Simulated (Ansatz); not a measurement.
ReC:
```cif
data_C4Re4
_chemical_formula_sum 'C4 Re4'
_space_group_name_H-M_alt 'Fm-3m'
_space_group_IT_number 225
_space_group_name_Hall '-F 4 2 3'
_cell_length_a 4.31084
_cell_length_b 4.31084
_cell_length_c 4.31084
_cell_angle_alpha 90.000
_cell_angle_beta 90.000
_cell_angle_gamma 90.000
loop_
_atom_site_label
_atom_site_type_symbol
_atom_site_symmetry_multiplicity
_atom_site_Wyckoff_symbol
_atom_site_fract_x
_atom_site_fract_y
_atom_site_fract_z
_atom_site_occupancy
C1 C 4 a 0.00000 0.00000 0.00000 1
Re1 Re 4 b 0.50000 0.50000 0.50000 1
```
(The calculation used a cell of 2 atoms; values per cell refer to that cell.)

This is the PBEsol-relaxed structure.

Q: All from plane-wave PAW PBEsol (Ansatz code), unless another level is named. Estimate the highest zone-centre frequency.

A: 217 cm⁻¹.

Q: Give the bulk modulus (Birch–Murnaghan fit).

A: 397 GPa.

Q: Give the elastic constants (relaxed ions, GPa).

A: C11 = 685, C12 = 254, C44 = -74.5.

The start of the workflow was typed in or built on a structure type; neither database checked (COD, Materials Project) lists it. Its standing as an ambient phase is unchecked. The cell was relaxed with PBEsol under the symmetry of its start. At this level the phase is mechanically unstable. No spin polarisation was allowed. Its formation energy is positive at this level, so the cell may be metastable or incomplete. As this level gives no gap, shear constants depend on the k-mesh and smearing (Fermi–Dirac, 0.1 eV here). As this level gives no gap, phonon frequencies hold no LO–TO term and depend on the k-mesh and smearing (Fermi–Dirac, 0.1 eV here). On the denser mesh and wider smearing of the elastic run this cell carries a stress of 0.4 GPa. Scalar-relativistic: spin–orbit coupling is off unless named, which matters more the heavier the elements.

Potentials: the later of the program's two PAW sets.
